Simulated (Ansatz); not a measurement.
Given:

ZnCdO₂:
```cif
data_CdO2Zn
_chemical_formula_sum 'Zn1 Cd1 O2'
_space_group_name_H-M_alt 'P3m1'
_space_group_IT_number 156
_space_group_name_Hall 'P 3 -2"'
_cell_length_a 3.38052
_cell_length_b 3.38052
_cell_length_c 5.62302
_cell_angle_alpha 90.000
_cell_angle_beta 90.000
_cell_angle_gamma 120.000
loop_
_atom_site_label
_atom_site_type_symbol
_atom_site_symmetry_multiplicity
_atom_site_Wyckoff_symbol
_atom_site_fract_x
_atom_site_fract_y
_atom_site_fract_z
_atom_site_occupancy
Zn1 Zn 1 a 0.00000 0.00000 0.99646 1
Cd1 Cd 1 c 0.66667 0.33333 0.48920 1
O1 O 1 c 0.66667 0.33333 0.09821 1
O2 O 1 a 0.00000 0.00000 0.65213 1
```

This is the r²SCAN-relaxed structure.

Question: All from r²SCAN in the plane-wave PAW code Ansatz, unless another level is named. Estimate the formation energy from the elements (no fitted shifts).

Answer: -1.33 eV/atom.

Question: Give the weight of the valence-edge state by species (Voronoi cells).

Answer: O 77 %, Cd 12 %, Zn 12 %.

Question: Predict the Z2 indices of the occupied bands with spin–orbit coupling.

Answer: 0;(000).

Question: Predict the weight of the conduction-edge state by species (Voronoi cells).

Answer: O 42 %, Cd 33 %, Zn 25 %.

The first step of the workflow began from a Materials Project structure, measured or hypothetical; the Crystallography Open Database copy checked does not list it. Its standing as an ambient phase is unchecked. The cell was relaxed with r²SCAN under the symmetry of its start; of distortions, only those at the zone centre were tested. The references are the lowest solids computed at this level, not always the standard phases (solids in place of the gases). Scalar-relativistic: spin–orbit coupling is off unless named, which matters more the heavier the elements.

Potentials: the later of the program's two PAW sets.
